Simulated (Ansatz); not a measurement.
Structure relaxation, AlN

The start is a generated cell, AlN placed in the 4H structure type. A full variable-cell relaxation at zero pressure is run with PBE (plane waves to 420 eV, PAW, scalar-relativistic; Ansatz, an electronic-structure program). The first steps use a coarse 8×8×3 k-mesh.

Starting cell:
```yaml
crystal:
  lattice:
    - [3.14796, 0.00000, 0.00000]
    - [-1.57398, 2.72621, 0.00000]
    - [0.00000, 0.00000, 10.30560]
  atoms:
    - { symbol: Al, position: [0.00000, 0.00000, 0.00000] }
    - { symbol: Al, position: [0.00000, 0.00000, 0.50000] }
    - { symbol: Al, position: [0.66667, 0.33333, 0.75018] }
    - { symbol: Al, position: [0.33333, 0.66667, 0.25018] }
    - { symbol: N, position: [0.00000, 0.00000, 0.81216] }
    - { symbol: N, position: [0.00000, 0.00000, 0.31216] }
    - { symbol: N, position: [0.66667, 0.33333, 0.56329] }
    - { symbol: N, position: [0.33333, 0.66667, 0.06329] }
```

* **Initial pressure**: -6.5 GPa (negative: the cell is under tension)
* **Outcome**: The space group stays P6₃mc (No. 186) (the run could not lower it); the end is AFLOW prototype AB_hP8_186_ab_ab (B5, as in SiC), with 8 atoms in the primitive cell
* **Energy released**: 0.010 eV/atom
* **Shortest distances (start → end)**: The closest pairs of elements (up to four, under 3.6 Å), start → end: Al–N 1.93 → 1.90 Å; Al–Al 3.15 → 3.10 Å; N–N 3.14 → 3.10 Å
* **Band gap at the end**: 4.00 eV, direct at Γ (no spin-orbit coupling)
* **Optimiser moves**: 5

The end point of the relaxation:

```cif
data_Al4N4
_chemical_formula_sum 'Al4 N4'
_space_group_name_H-M_alt 'P63mc'
_space_group_IT_number 186
_space_group_name_Hall 'P 6c -2c'
_cell_length_a 3.12082
_cell_length_b 3.12082
_cell_length_c 10.11163
_cell_angle_alpha 90.000
_cell_angle_beta 90.000
_cell_angle_gamma 120.000
loop_
_atom_site_label
_atom_site_type_symbol
_atom_site_symmetry_multiplicity
_atom_site_Wyckoff_symbol
_atom_site_fract_x
_atom_site_fract_y
_atom_site_fract_z
_atom_site_occupancy
Al1 Al 2 a 0.00000 0.00000 0.00141 1
Al2 Al 2 b 0.66667 0.33333 0.25033 1
N1 N 2 a 0.00000 0.00000 0.31194 1
N2 N 2 b 0.66667 0.33333 0.06195 1
```

Final values are on a 12×12×4 k-mesh of the relaxed cell. No spin polarisation in the result.

The run could not lose the symmetry of its start; a randomly shaken copy of 8 atoms returns to this structure.

The first start was generated by placing the elements on the sites of a structure type. A measured structure of AlN has the same space group, P6₃mc (No. 186); the sites were not compared with it.
